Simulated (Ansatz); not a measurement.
BAs:
```
CELL_PARAMETERS angstrom
      0.00000     2.39195     2.39195
      2.39195     0.00000     2.39195
      2.39195     2.39195     0.00000
ATOMIC_POSITIONS crystal
  As 0.75000 0.75000 0.75000
  B  0.00000 0.00000 0.00000
```

Relaxed with r²SCAN. Special points in fractions of this cell's reciprocal vectors: Γ (0.000, 0.000, 0.000); X (0.500, 0.000, 0.500); U (0.625, 0.250, 0.625); K (0.375, 0.375, 0.750); L (0.500, 0.500, 0.500); W (0.500, 0.250, 0.750).

List the band energies nearest the valence-band maximum at these points for DFT-r²SCAN in the program Ansatz with PAW potentials.

In eV from the valence-band maximum; about four levels below and three above (degenerate sets whole), none deeper than 8.9 eV; … stands for higher levels left out; points with the same levels are listed once.

```json
[
 {"k": "Γ", "below": "0.00 0.00 0.00", "above": "3.44 3.44 3.44"},
 {"k": "X", "below": "-4.29 -4.29", "above": "1.62 1.70 …"},
 {"k": "U", "below": "-8.65 -6.19 -3.67", "above": "2.28 5.97 9.79"},
 {"k": "L", "below": "-1.93 -1.93", "above": "2.94 5.06 5.06"},
 {"k": "W", "below": "-8.58 -5.71 -5.41", "above": "5.70 6.44 7.19"}
]
```

Space group F-43m (zinc blende). The cell was relaxed with r²SCAN under the symmetry of its start; phonons on a q-mesh show no instability. Scalar-relativistic: spin–orbit coupling is off unless named, which matters more the heavier the elements.

Potentials: the later of the program's two PAW sets.
